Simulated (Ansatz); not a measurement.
SnTe (rock salt) is sheared across one {110} plane: the third cell vector gains the shift, so faults repeat every 6.8 Å. The cut lies between planes 2.25 Å apart; the cell height is held.

```xyz
6
Lattice="4.5040 0.0000 0.0000 0.0000 6.3697 0.0000 2.2520 3.1848 6.7560" Properties=species:S:1:pos:R:3 pbc="T T T"
Te     1.8767     2.6540     5.6300
Te     1.8767     2.6540     1.1260
Te     4.1287     5.8389     3.3780
Sn     1.8767     5.8389     5.6300
Sn     1.8767     5.8389     1.1260
Sn     4.1287     2.6540     3.3780
```

In-plane vectors a = (4.504, 0.000) Å, b = (0.000, 6.370) Å, area 28.69 Å². The shift is s times the vector a (length 4.504 Å), so s = 1 restores the start. The shift is rigid: no atom relaxes. γ = [E(shift) − E(0)] / area.

These are r2SCAN (plane waves to 500 eV, PAW, scalar-relativistic; Ansatz, a first-principles code) values and carry that method's errors. k mesh 9×9×9 (Γ-centred), Fermi-Dirac smearing 0.05 eV. Energies are extrapolated to zero smearing. Stress and pressure are positive under compression. As the smearing reaches across the gap at some points, the k mesh leaves noise in γ, roughly 0.02 J/m² as judged from a few cases. Faults lie only 6.8 Å apart, and holding the cell height and the atoms raises γ above its relaxed value. SnTe was relaxed with its symmetry unable to fall. Spin-orbit coupling is left out, though Te is heavy. γ is measured from zero shift.

Question: Give the computed γ (J/m²) and σ normal to the fault (GPa) at s = 0.250, 0.500, 0.583, 0.667, 0.750.

Answer: 
| s | γ (J/m²) | σ normal to the fault (GPa) |
|---|---|---|
| 0.250 | 1.18 | 14.5 |
| 0.500 | 3.21 | 41.0 |
| 0.583 | 2.86 | 36.2 |
| 0.667 | 2.05 | 25.5 |
| 0.750 | 1.18 | 14.5 |

(The slope of γ gives the shear force per area between the displaced halves; near zero shift its curvature is an elastic stiffness.)
